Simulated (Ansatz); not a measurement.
# Ansatz 0.2.0, settings compared: Ag

Run with:

```bash
ansatz run input.yaml --threads 1 --pin off --max-ram 2560MiB --backend cpu --events-out ev --progress --plain --runs-dir out
```

Input:

```yaml
crystal:
  lattice:
    - [2.89206606, 0.0, 0.0]
    - [-1.44603303, 2.50460015, 0.0]
    - [0.0, 0.0, 10.02032451]
  atoms:
    - { symbol: Ag, position: [0.3333, 0.6667, 0.25] }
    - { symbol: Ag, position: [0.6666, 0.3333, 0.75] }
    - { symbol: Ag, position: [0.0, 0.0, 0.0] }
    - { symbol: Ag, position: [0.0, 0.0, 0.5] }
  symmetry: { tolerance: 0.0003 }
kpoints:
  mp_grid: { grid: [7, 7, 2], shift: [0, 0, 0] }
magnetization:
  spin_polarized: false
scf:
  occupations: { method: gaussian, width: 0.035 }
hamiltonian:
  pseudopotentials: { kind: paw }
  xc: r2scan
basis:
  ecutwfc: 500
output:
  forces: true
  stress: true
  eigenvalues: true
```

Origin of the cell: a database entry, scaled a little.

Output of this run (shortened):

```
Warning: the atoms were moved onto the symmetric positions of the space group found under crystal.symmetry.tolerance 3.0e-4 (fractional; no operation is sought that the atoms, as they stand i […]
Pseudopotentials: kind: paw
Pseudopotential: Ag, paw, valence charge 19, recommended cutoff 500 eV (meta_gga), Ag.paw.azcp
Functional definition: r2SCAN
  exchange = r2scan_x(k0 = k0, k1 = k1, a1 = a1)
  correlation = r2scan_c
Crystal: 4 atoms, lattice volume = 72.582 Å³
Basis set: ecut = 500 eV, 1801 PW (Γ), exchange–correlation on 96×96×300 points (64 copies of the dense FFT grid, shifted against one another)
Bands: 46, of which v1, the nominal top of the filled ones, is band 38 counted from 1 (37 counted from 0)
Symmetry: 24 space group operations
Space group: P63/mmc (ITA 194), of the structure as read, at distance tolerance 1.3e-3 Å
[… 4 lines left out …]
Initial density: superposition of atomic densities (neutral atoms: chi_scale 0, normalization atom), corrected by the library's trained network
Functional: x = r2scan, c = r2scan; τ floored in thin density (d = 2e-4 eV/Å³)
SCF iter   1: F=—  HF=-30415.757244 eV  Δρ=1.09e-2  dr2=8.37e-2  dr2_τ=2.30e-3  defer=2
SCF iter   2: F=—  HF=-30415.739755 eV  Δρ=5.07e-3  dr2=1.11e-2  dr2_τ=1.96e-3  defer=43
SCF iter   3: F=—  HF=-30415.740724 eV  Δρ=1.98e-3  dr2=2.30e-3  dr2_τ=7.85e-5  defer=27
SCF iter   4: F=—  HF=-30415.740749 eV  Δρ=4.04e-4  dr2=6.16e-5  dr2_τ=8.17e-6  defer=27
SCF iter   5: F=—  HF=-30415.740813 eV  Δρ=7.70e-5  dr2=4.27e-6  dr2_τ=2.28e-7  defer=27
SCF iter   6: F=—  HF=-30415.740820 eV  Δρ=1.70e-5  dr2=1.48e-7  dr2_τ=7.52e-9  defer=27
SCF iter   7: F=-30415.740821 eV  HF=-30415.740821 eV  Δρ=1.01e-5  dr2=6.30e-8  dr2_τ=4.65e-9
SCF 1 converged in 7 iterations: F = -30415.740821 eV  dr2 = 6.30e-8
SCF converged after 7 iterations
Free energy (F): -30415.740821 eV
Harris-Foulkes:  -30415.740821 eV  (|F-HF|=1.88e-8)
Internal energy: -30415.738617 eV  (E = F + TS)
E sigma→0 (E₀):  -30415.739719 eV
Entropy (-TS):   -0.002204 eV (-0.551 meV/atom)
Fermi energy:    15.813351 eV
--- Per-component energies (eV) ---
  E_band       = -1107.649924
  E_kinetic    = 2110.235434
  E_local      = -9192.687542  (includes V_loc(G=0)·N_el)
  E_nonlocal   = 325.833159
  E_hartree    = 4166.591610
  E_xc         = -712.328665
  E_vxc        = -1049.520924  (∫ρ·V_xc dr)
  E_paw        = -15690.191343  (= ΣΔE_a)
  E_vpaw       = -1710.368690  (= ΣTr[D̂ρ^β])
  E_aug_tail   = 0.000256  (compensation charges beyond the density's cutoff)
  E_vtau       = 75.662486  (kinetic-family band-sum trace: ∫τ·v_τ [+ j·A + Jᵃ·Aᵃ] dr)
  E_ewald      = -11421.154283
  E_core_change = -2.037243  (= ΣΔE_core)
  E_smearing   = -0.002204  (= −TS)
  Σ components = -30415.740821   (vs F -30415.740821, Δ=0.00e0)
--- Forces (eV/Å), atoms counted from 1 ---
  atom   1  Ag     0.000000     0.000000     0.000000
  atom   2  Ag     0.000000    -0.000000     0.000000
  atom   3  Ag     0.000000    -0.000000     0.000000
  atom   4  Ag     0.000000    -0.000000     0.000000
  max |Σ_I F_I| component: 2.31e-18 eV/Å
--- Stress (GPa, compression-positive) ---
       -2.147145       0.000000       0.000000
        0.000000      -2.147145       0.000000
        0.000000       0.000000      -7.355210
  P = ⅓ Tr σ = -3.8832 GPa (-38.832 kbar)
```

The same input was run again with these changes:

1. `basis.ecutrho_ratio` default → 9; `basis.ecutwfc` 500 → "500 eV"; `scf.n_extra_bands` default → 8
2. `accuracy` default → high; `basis.xc_grid` default → 4
3. `scf.eigensolver.kind` default → davidson; `scf.n_extra_bands` default → 32; `basis.xc_grid` default → 4
4. `scf.lower_state_search` default → "off"; `basis.ecutwfc` 500 → "350 eV"

| run | end | SCF iterations | P (GPa) | max force component (eV/Å) | moment (μB) | ΔE(σ→0) (meV/atom) |
| --- | --- | --- | --- | --- | --- | --- |
| base | converged | 7 | -3.88 | 0.000 | – | 0 |
| 1 | converged | 7 | -3.88 | 0.000 | – | 0.00 |
| 2 | converged | 10 | -3.88 | 0.000 | – | 0.00 |
| 3 | converged | 7 | -3.88 | 0.000 | – | 0.00 |
| 4 | converged | 7 | -3.85 | 0.000 | – | 11.54 |

Energies are compared only where functional, datasets, charge and starting cell are the same.

Not properties of the system: run 4 (too coarse or loose: `basis.ecutwfc` = "350 eV").

Caveats of the base run: the k mesh is coarse if the cell is a metal.

Run 4: the cutoff lies below the datasets' advice.

Time of the base run: 10 s on 1 thread of Intel(R) Xeon(R) Platinum 8488C (Sapphire Rapids), on a shared host, peak memory 0.65 GiB, from the program's own first density.
